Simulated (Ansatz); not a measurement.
**Course of a relaxation: Ti₄C**

A trial structure of Ti₄C was built thus: random cell by space group and Wyckoff sites (F-43m, No. 216). Lengths were set from tabulated atomic sizes, so they are only a guess.

```yaml
crystal:
  lattice:
    - [0.00000, 3.38287, 3.38287]
    - [3.38287, 0.00000, 3.38287]
    - [3.38287, 3.38287, 0.00000]
  atoms:
    - { symbol: Ti, position: [0.61615, 0.61615, 0.61615] }
    - { symbol: Ti, position: [0.61615, 0.61615, 0.15155] }
    - { symbol: Ti, position: [0.61615, 0.15155, 0.61615] }
    - { symbol: Ti, position: [0.15155, 0.61615, 0.61615] }
    - { symbol: C, position: [0.75000, 0.75000, 0.75000] }
```

Method: Ansatz 0.2.0, DFT PBE, scalar-relativistic, plane waves, PAW. Cutoff 420 eV, Gaussian smearing, Γ-centred meshes. Cell and atoms relax first on a coarse mesh and then on a finer one. In between, the cell is made exact in the group found at 0.06 Å. In metals the finer mesh still leaves noise of several meV/atom or more. The steps can't lower the symmetry of their start. Collinear spin is switched on along the way, since trial moments persisted in a coarse test.

Steps on the 4×4×4 mesh (5 atoms, 12 steps). The free energy counts from the last step; the plane-wave basis is renewed at times, which shifts energy and pressure.

| step | ΔF (meV/atom) | V (Å³/atom) | P (GPa) | largest force component (eV/Å) |
| --- | --- | --- | --- | --- |
| 1 | 2402.3 | 15.49 | 85.09 | 6.374 |
| 2 | 1222.2 | 17.87 | 46.98 | 2.853 |
| 3 | 592.8 | 20.48 | 23.65 | 0.829 |
| 4 | 312.2 | 23.33 | 8.67 | 0.033 |
| 5 | 245.7 | 25.52 | 1.20 | 0.260 |
| 6 | 244.1 | 26.60 | -1.42 | 0.194 |
| 7 | 239.2 | 26.09 | 0.06 | 0.023 |
| 8 | 95.6 | 26.09 | 7.43 | 0.012 |
| 9 | 27.0 | 28.09 | 3.86 | 0.053 |
| 10 | 14.4 | 31.68 | -1.66 | 0.198 |
| 11 | 2.6 | 30.35 | 0.01 | 0.030 |
| 12 | 0.0 | 30.35 | 0.10 | 0.030 |

The relaxed structure, after a last relaxation on the converged mesh:

```cif
data_structure
_symmetry_space_group_name_H-M 'F-43m'
_symmetry_Int_Tables_number 216
_cell_length_a 8.5813
_cell_length_b 8.5813
_cell_length_c 8.5813
_cell_angle_alpha 90.000
_cell_angle_beta 90.000
_cell_angle_gamma 90.000
_cell_volume 631.92
loop_
_atom_site_label
_atom_site_type_symbol
_atom_site_symmetry_multiplicity
_atom_site_Wyckoff_symbol
_atom_site_fract_x
_atom_site_fract_y
_atom_site_fract_z
_atom_site_occupancy
Ti1 Ti 16 e 0.61420 0.11420 0.88580 1
C1 C 4 c 0.25000 0.25000 0.25000 1
```

The symmetry stays F-43m (No. 216). The volume per atom grows by 104.0 %, from 15.5 to 31.6 Å³. The shortest distance goes from 1.57 Å (Ti–C) to 2.02 Å (Ti–C). The energy falls by about 2.5 eV/atom (the start's value is from the coarse mesh). The end is written in a standard setting, so origin, axes and order of atoms can differ from the start's. Ti is surrounded by 1 C at 2.02 Å, 3 Ti at 2.77 Å and 3 Ti at 3.30 Å; C is surrounded by 4 Ti at 2.02 Å.

* Volume per atom: 31.60 Å³
* Density: 2.14 g/cm³
* Formation energy: +1.47 eV/atom
* Gap on the 8×8×8 mesh of the 5-atom cell: 0 eV (a metal)
* Net moment per atom: 1.57 μB
* Moment by site: Ti 0.9 (×4) μB

Energies over the elements count from the elements' standard structures at the same level, with no fitted energy shifts.

The last run used collinear spin and Gaussian smearing of 0.10 eV. The reference form of C is held partly by dispersion forces, which this level lacks. Another magnetic order may lie lower. Symmetry constrained the relaxation, so the result can be a saddle point. In all, the 4 runs took 4.4 min on 1 thread of Intel(R) Xeon(R) Processor @ 2.70GHz, on a shared host. Another cell of Ti4C relaxed alike but without spin, in Pm-3m, lies 1.74 eV/atom lower, so this cell isn't the stable form at this level. Site moments count only spheres around the atoms; the net moment includes the space between them.
